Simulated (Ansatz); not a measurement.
**Equation of state of boron, fcc**

The calculation used DFT, LDA (PW92), plane waves (420 eV) with PAW, scalar-relativistic in Ansatz 0.2.0. (PAW data from PBE, frozen cores regenerated.)

The cell is scaled uniformly from the relaxed one, with fractional coordinates and shape fixed. Energies are extrapolated to zero smearing, pressures are those at the given smearing. Magnetic state: spin not included.

```tsv
V (Å³/atom)	E − E₀ (meV/atom)	P (GPa)
5.013	91.3	47.30
5.241	37.9	28.49
5.469	8.9	12.95
5.697	0.0	0.08
5.924	7.8	-10.56
6.152	29.3	-19.34
6.380	62.2	-26.57
```

Problem. Fit a third-order Birch-Murnaghan equation.

Solution. V₀ = 5.70 Å³/atom, B₀ = 291 GPa, B₀′ = 3.8.
